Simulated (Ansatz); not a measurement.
The end of the path is a generated cell of BiB: the first start was made by placing the elements on the sites of a structure type, and the end was not matched to a known phase here, so it may be hypothetical.

A geometry of BiB away from equilibrium: step 3 of the relaxation of a generated cell, BiB placed in the AFLOW prototype AB_oP8_62_c_c (B16, as in GeS). Level of theory: r2SCAN (plane waves to 500 eV, PAW, scalar-relativistic; Ansatz, a program for electronic structure). Γ-centred k-mesh 3×9×8 on the run's cell, Fermi–Dirac smearing 0.05 eV. The plane waves were selected for a different cell earlier on the path.

```yaml
crystal:
  lattice:
    - [10.34091, 0.00000, 0.00000]
    - [0.00000, 3.69057, 0.00000]
    - [0.00000, 0.00000, 3.92883]
  atoms:
    - { symbol: B, position: [0.37658, 0.25000, 0.29266] }
    - { symbol: B, position: [0.87658, 0.25000, 0.20734] }
    - { symbol: B, position: [0.62342, 0.75000, 0.70734] }
    - { symbol: B, position: [0.12342, 0.75000, 0.79266] }
    - { symbol: Bi, position: [0.13094, 0.25000, 0.35519] }
    - { symbol: Bi, position: [0.63094, 0.25000, 0.14481] }
    - { symbol: Bi, position: [0.86906, 0.75000, 0.64481] }
    - { symbol: Bi, position: [0.36906, 0.75000, 0.85519] }
```

Task: Give the Cartesian forces on all atoms (eV/Å).

Result: 
| atom | Fx | Fy | Fz |
|---|---|---|---|
| B1 | 0.02 | 0.00 | -0.15 |
| B2 | 0.02 | 0.00 | 0.15 |
| B3 | -0.02 | 0.00 | 0.15 |
| B4 | -0.02 | 0.00 | -0.15 |
| Bi5 | -0.25 | 0.00 | -0.51 |
| Bi6 | -0.25 | 0.00 | 0.51 |
| Bi7 | 0.25 | 0.00 | 0.51 |
| Bi8 | 0.25 | 0.00 | -0.51 |

The path ends in Fm-3m (No. 225) (rock salt type). No spin polarisation in the result.

The run could not lose the symmetry of its start, so the end can be a saddle point.
